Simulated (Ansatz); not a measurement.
Data:

SnSe:
```xyz
2
Lattice="0.0000 3.0075 3.0075 3.0075 0.0000 3.0075 3.0075 3.0075 0.0000" Properties=species:S:1:pos:R:3 pbc="T T T"
Se     0.0000     0.0000     0.0000
Sn     3.0075     3.0075     3.0075
```

This is the r²SCAN-relaxed structure.

Task: All from DFT-r²SCAN in the program Ansatz with PAW potentials, unless another level is named. Give the bulk modulus (Birch–Murnaghan fit).

Result: 52.9 GPa.

Task: And the elastic constants (relaxed ions, GPa)?

Result: C11 = 136, C12 = 11.9, C44 = 18.1.

Space group Fm-3m (rock salt). A made-up cell: these elements were put on the sites of a structure type; the Crystallography Open Database files this formula in space group No. 225, but the cells were not matched. It is not the phase usual at ambient conditions (space group No. 62). The cell was relaxed with r²SCAN under the symmetry of its start; its stability against distortions is not shown here. As this level gives no gap, shear constants depend on the k-mesh and smearing (Fermi–Dirac, 0.1 eV here). Spin–orbit coupling is left out wherever it is not named.

Potentials: the later of the program's two PAW sets.
